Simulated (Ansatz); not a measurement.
Theory: DFT PBE, scalar-relativistic, plane waves, PAW (Ansatz 0.2.0). All cells share a 420 eV cutoff and Γ-centred k meshes spaced at most about 0.3 Å⁻¹ (2π included). No spin polarisation in the final relaxations.

All energies are static (0 K, no zero-point motion). All come from trial cells, and lower structures may exist.

**Question.** These unrelaxed guesses for Al2B3N5 are each relaxed within their symmetry. Order them by the energy at which they end, lowest first.
1.

```
Al B N
1.0
     2.27505   -6.56751    0.00000
     2.27505    6.56751    0.00000
    -1.51670    0.00000    3.54111
Al B N
2 3 5
Direct
  0.59967 0.19967 0.99901
  0.19967 0.59967 0.99901
  0.79967 0.99967 0.99901
  0.39967 0.39967 0.99901
  0.99967 0.79967 0.99901
  0.13276 0.33276 0.99829
  0.73276 0.73276 0.99829
  0.33276 0.13276 0.99829
  0.93276 0.53276 0.99829
  0.53276 0.93276 0.99829
```

2.

```
Al B N
1.0
     4.26614    0.00000    0.00000
    -1.18377    4.33870    0.00000
    -0.71484   -1.35707    5.71697
Al B N
2 3 5
Direct
  0.20003 0.59999 0.20003
  0.40003 0.19999 0.40003
  0.60003 0.79999 0.60003
  0.80003 0.39999 0.80003
  0.00003 0.99999 0.00003
  0.99999 0.66667 0.99999
  0.19999 0.26667 0.19999
  0.39999 0.86667 0.39999
  0.59999 0.46667 0.59999
  0.79999 0.06667 0.79999
```

**Answer.** 2 (ends in C2, 0 meV/atom), 1 (ends in Cm, 186 meV/atom).

No dispersion correction is applied, so the spacing and binding between layers, chains or molecules are poorly described (Cm), and this can change margins and order among such cells. Cells relaxed within their symmetry can be saddle points. Some structure types and database cells were kept out of the candidates from the start, so a known form may be missing.
